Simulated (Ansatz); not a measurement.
Ansatz input

```yaml
crystal:
  lattice:
    - [3.8313064317, 0.0, 0.0]
    - [-1.9156532159, 3.3180086996, 0.0]
    - [0.0, 0.0, 2.3019668326]
  atoms:
    - { symbol: Ni, position: [1.0, 0.0, 0.0] }
    - { symbol: Ni, position: [0.3333333333, 0.6666666667, 0.5] }
    - { symbol: Ni, position: [0.6666666667, 0.3333333333, 0.5] }
hamiltonian:
  xc: r2scan
  pseudopotentials:
    kind: paw
    azcp:
      Ni: "pseudopotentials/Ni.paw.azcp"
basis:
  ecutwfc: 500
  fft_grid_basis: typed
kpoints:
  mp_grid: { grid: [10, 10, 15], shift: [0, 0, 0] }
magnetization:
  spin_polarized: false
scf:
  occupations: { method: fermi_dirac, width: 0.1 }
  lower_state_search: "off"
output:
  stress: true
```

and its output:

```
Engine: ansatz 0.2.0, x86_64-unknown-linux-gnu
Pseudopotentials: kind: paw
Pseudopotential: Ni, paw, valence charge 18, recommended cutoff 500 eV (meta_gga) 
Functional definition: r2SCAN
  parameter k0 = 0.174
  parameter k1 = 0.065
  parameter a1 = 4.9479
  exchange = r2scan_x(k0 = k0, k1 = k1, a1 = a1)
  correlation = r2scan_c
Crystal: 3 atoms, lattice volume = 29.263 Å³
Basis set: ecut = 500 eV, 735 PW (Γ), exchange–correlation on 120×120×72 points (64 copies of the dense FFT grid, shifted against one another)
Bands: 33, of which v1, the nominal top of the filled ones, is band 27 counted from 1 (26 counted from 0)
Symmetry: 24 space group operations
Space group: P6/mmm (ITA 191), of the structure as read, at distance tolerance 3.1e-5 Å
k-points: 112 of 1500
Non-local potential: Ni, projectors of the file, l = 0: 3, l = 1: 2, l = 2: 3, l = 3: 1
PAW form: soft (Blöchl's): semilocal exchange-correlation on the pseudo side does not see the compensation charge
PAW frozen core: Ni, regenerated for the run's functional (the file was generated under x = pbe(κ = 0.804, μ = 0.2195149727645171), c = pbe(β = 0.06672455060314922))
PAW one-centre angular grid: Ni, 590 points (default); XC on 160 Gauss nodes
Initial density: superposition of atomic densities (neutral atoms: chi_scale 0, normalization atom), corrected by the library's trained network
Initial wavefunctions: pseudopotential atomic-orbital guess
Functional: x = r2scan, c = r2scan; τ floored in thin density (d = 2e-4 eV/Å³)
SCF iter   1: F=-17535.065108 eV  HF=-17534.945986 eV  |F-HF|=1.19e-1  |Δ(HF+E_count)|=         —  Δρ=2.61e-2  dr2=1.14e-1  dr2_τ=1.19e-1  ethr=1.77e-3  ⟨swp⟩=5.7  Hψ=13278  notcnv=0  defer=6
SCF iter   2: F=-17534.514682 eV  HF=-17535.155948 eV  |F-HF|=6.41e-1  |Δ(HF+E_count)|=   2.10e-1  Δρ=5.37e-2  dr2=6.70e-1  dr2_τ=4.10e-3  ethr=2.12e-4  ⟨swp⟩=2.9  Hψ=8837  notcnv=0  defer=53  recentre
SCF iter   3: F=-17534.338878 eV  HF=-17535.166538 eV  |F-HF|=8.28e-1  |Δ(HF+E_count)|=   1.06e-2  Δρ=6.06e-2  dr2=8.97e-1  dr2_τ=4.97e-3  ethr=2.12e-4  ⟨swp⟩=2.8  Hψ=6344  notcnv=0  defer=53
SCF iter   4: F=-17535.115426 eV  HF=-17535.131799 eV  |F-HF|=1.64e-2  |Δ(HF+E_count)|=   3.47e-2  Δρ=1.44e-2  dr2=3.41e-2  dr2_τ=7.05e-4  ethr=2.12e-4  ⟨swp⟩=2.0  Hψ=5345  notcnv=0  defer=53
SCF iter   5: F=-17535.126261 eV  HF=-17535.129949 eV  |F-HF|=3.69e-3  |Δ(HF+E_count)|=   1.85e-3  Δρ=5.15e-3  dr2=4.01e-3  dr2_τ=3.30e-4  ethr=6.32e-5  ⟨swp⟩=2.3  Hψ=6222  notcnv=0  defer=53
SCF iter   6: F=-17534.943181 eV  HF=-17535.136230 eV  |F-HF|=1.93e-1  |Δ(HF+E_count)|=   6.28e-3  Δρ=3.02e-2  dr2=2.15e-1  dr2_τ=1.56e-3  ethr=7.43e-6  ⟨swp⟩=2.0  Hψ=7580  notcnv=0  defer=53  recentre
SCF iter   7: F=-17535.126511 eV  HF=-17535.128158 eV  |F-HF|=1.65e-3  |Δ(HF+E_count)|=   8.07e-3  Δρ=3.95e-3  dr2=1.68e-3  dr2_τ=2.34e-5  ethr=7.43e-6  ⟨swp⟩=2.0  Hψ=7409  notcnv=0  defer=53
SCF iter   8: F=-17535.123128 eV  HF=-17535.128441 eV  |F-HF|=5.31e-3  |Δ(HF+E_count)|=   2.83e-4  Δρ=5.35e-3  dr2=6.18e-3  dr2_τ=2.80e-5  ethr=3.12e-6  ⟨swp⟩=2.0  Hψ=5642  notcnv=0  defer=52  recentre
SCF iter   9: F=-17535.128094 eV  HF=-17535.128230 eV  |F-HF|=1.36e-4  |Δ(HF+E_count)|=   2.11e-4  Δρ=8.16e-4  dr2=1.49e-4  dr2_τ=1.29e-6  ethr=3.12e-6  ⟨swp⟩=2.0  Hψ=5204  notcnv=0  defer=52
SCF iter  10: F=-17535.128148 eV  HF=-17535.128230 eV  |F-HF|=8.21e-5  |Δ(HF+E_count)|=   1.57e-8  Δρ=6.37e-4  dr2=9.11e-5  dr2_τ=3.33e-7  ethr=2.76e-7  ⟨swp⟩=2.3  Hψ=6316  notcnv=0  defer=52
SCF iter  11: F=-17535.128220 eV  HF=-17535.128225 eV  |F-HF|=5.14e-6  |Δ(HF+E_count)|=   5.03e-6  Δρ=1.43e-4  dr2=5.64e-6  dr2_τ=3.16e-8  ethr=1.69e-7  ⟨swp⟩=1.0  Hψ=3645  notcnv=0  defer=52
SCF iter  12: F=-17535.128225 eV  HF=-17535.128225 eV  |F-HF|=1.47e-8  |Δ(HF+E_count)|=   2.22e-7  Δρ=8.33e-6  dr2=1.79e-8  dr2_τ=1.48e-10  ethr=1.85e-10  ⟨swp⟩=5.0  Hψ=19127  notcnv=0
SCF 1 converged in 12 iterations: F = -17535.128225 eV  dr2 = 1.79e-8
SCF converged after 12 iterations
Free energy (F): -17535.128225 eV
Harris-Foulkes:  -17535.128225 eV  (|F-HF|=1.47e-8)
Internal energy: -17534.910660 eV  (E = F + TS)
E sigma→0 (E₀):  -17535.019443 eV
Entropy (-TS):   -0.217564 eV (-72.521 meV/atom)
Fermi energy:    20.403745 eV
--- Per-component energies (eV) ---
  E_band       = -798.620303
  E_kinetic    = 854.435436
  E_local      = -9823.458443  (includes V_loc(G=0)·N_el)
  E_nonlocal   = 1923.596585
  E_hartree    = 4129.689118
  E_xc         = -239.066730
  E_vxc        = -354.969874  (∫ρ·V_xc dr)
  E_paw        = -4933.814970  (= ΣΔE_a)
  E_vpaw       = -1683.917880  (= ΣTr[D̂ρ^β])
  E_aug_tail   = 0.000677  (compensation charges beyond the density's cutoff)
  E_vtau       = 26.320360  (kinetic-family band-sum trace: ∫τ·v_τ [+ j·A + Jᵃ·Aᵃ] dr)
  E_ewald      = -9445.392127
  E_core_change = -0.900206  (= ΣΔE_core)
  E_smearing   = -0.217564  (= −TS)
  E_closure    = -0.000000  (closes the sum)
  Σ components = -17535.128225   (vs F -17535.128225, Δ=0.00e0)
--- Stress (GPa, compression-positive) ---
       22.664591      -0.000000       0.000000
        0.000000      22.664591       0.000000
        0.000000       0.000000      21.695615
  P = ⅓ Tr σ = 22.3416 GPa (223.416 kbar)
```

Launched by

```sh
ansatz run input.yaml --threads 1 --pin off --max-ram 3584MiB --backend cpu --events-out ev --progress --plain --runs-dir out
```

On 1 thread of Intel(R) Xeon(R) Platinum 8259CL CPU @ 2.50GHz (Skylake/Cascade Lake) (shared host) this took about 27 s of wall time and 27 s of CPU time.
